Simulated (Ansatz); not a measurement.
Below is a relaxed structure of Zr3TiC4. The cell was found from a structure generator's guess, not taken from experiment.

The calculation used DFT PBE, scalar-relativistic, plane waves, PAW in Ansatz. Cutoff 420 eV, Γ-centred mesh, Gaussian smearing, no spin polarisation.

```
Zr Ti C
1.0
     3.27142    0.00000    0.00000
     0.00000    4.63349    0.00000
     0.00000    0.00000    6.53797
Zr Ti C
3 1 4
Cartesian
  0.0000 2.3167 4.8763
  1.6357 0.0000 0.0000
  0.0000 2.3167 1.6617
  1.6357 0.0000 3.2690
  0.0000 0.0000 4.8310
  1.6357 2.3167 0.0000
  0.0000 0.0000 1.7070
  1.6357 2.3167 3.2690
```

Energies over the elements count from the elements' standard structures at the same level, with no fitted energy shifts.

Task: What space group does it have?

Result: Pmmm (No. 47), with Zr and Ti ordered on rock salt sites. Conventional cell: a = 3.271 Å, b = 4.633 Å, c = 6.538 Å. Zr on a site of symmetry mm2 is surrounded by 6 C at 2.29–2.33 Å, 8 Zr at 3.21–3.32 Å and 4 Ti at 3.26 Å; Zr on a site of symmetry mmm is surrounded by 6 C at 2.32–2.36 Å, 2 Ti at 3.27 Å and 10 Zr at 3.27–3.29 Å; Ti has 6 C at 2.26–2.32 Å, 10 Zr at 3.26–3.27 Å and 2 Ti at 3.27 Å; around C on a site of symmetry mm2 lie 2 Ti at 2.26 Å and 4 Zr at 2.32–2.36 Å; 2 more sites not described.

Task: How far does it lie from the elements in energy?

Result: −0.80 eV/atom. It lies below the elements, which doesn't yet make it stable against other compounds or structures.

Task: Is it a metal?

Result: Yes, bands cross the Fermi level on the 12×8×6 mesh.

The last run used a 12×8×6 mesh (in the run's order of axes) for its 8-atom cell and Gaussian smearing of 0.10 eV. The reference form of C is held partly by dispersion forces, which this level lacks. Symmetry constrained the relaxation, so the result can be a saddle point.
